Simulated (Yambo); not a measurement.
G0W0@LDA for CsLiSO5H4 (space group Cm, No. 8) in Yambo. Reference settings: 2×2×2 Γ-centred k mesh, bands 2 to 226 and a 7 Ry block in the screening, 226 bands in G with the Bruneval-Gonze terminator, plasmon pole fitted at 27.2 eV. The LDA gap (-0.5, -0.5, -0.5) → Γ on this mesh is 4.24 eV; G0W0 gaps are taken between the same points.

The settings were changed. The gap went from 6.84 eV to 6.85 eV, and the shift of the valence edge from -1.40 eV to -1.30 eV.

Task: Which change was made?
A) 56 bands in W, 56 bands in G, 2 Ry block
B) 56 bands in W, 56 bands in G, 4 Ry block
C) 126 bands in W, 126 bands in G
D) 56 bands in W, 56 bands in G, 3 Ry block

Result: C, 126 bands in W, 126 bands in G. The others gave (gap, valence shift): 56 bands in W, 56 bands in G, 2 Ry block: 7.21, -1.32 eV; 56 bands in W, 56 bands in G, 3 Ry block: 7.15, -1.20 eV; 56 bands in W, 56 bands in G, 4 Ry block: 7.10, -1.13 eV.

Geometry of the Materials Project entry, not relaxed at this level; primitive cell a = 6.7101 Å, b = 6.7101 Å, c = 4.8122 Å, α = 107.13°, β = 107.13°, γ = 50.65°.

A shift is the quasiparticle energy of the state minus its LDA energy.
